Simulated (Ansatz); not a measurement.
GaS:
```
GaS
1.0
    3.59053     0.00000     0.00000
   -1.79527     3.10949     0.00000
    0.00000     0.00000    15.44702
Ga S
4 4
Direct
  0.33333   0.66667   0.17077
  0.66667   0.33333   0.67077
  0.33333   0.66667   0.32923
  0.66667   0.33333   0.82923
  0.33333   0.66667   0.60033
  0.66667   0.33333   0.10033
  0.33333   0.66667   0.89967
  0.66667   0.33333   0.39967
```

Plane-wave PAW PBE+D3(BJ) (Ansatz code) gives a gap of 1.56 eV without spin–orbit coupling, maximum at Γ, minimum at M.

**Question.** What happens when spin–orbit coupling is switched on?

**Answer.** The gap decreases by 0.01 eV, to 1.55 eV; maximum at Γ, minimum at M.

**Question.** Give the electron effective mass with spin–orbit coupling.

**Answer.** 0.26, 0.95, 4.8 mₑ (principal values).

**Question.** Give the hole effective mass with spin–orbit coupling.

**Answer.** 0.15, 2.5, 2.5 mₑ (principal values).

Space group P6_3/mmc. The cell was relaxed with PBE+D3(BJ) under the symmetry of its start.

Potentials: the later of the program's two PAW sets.
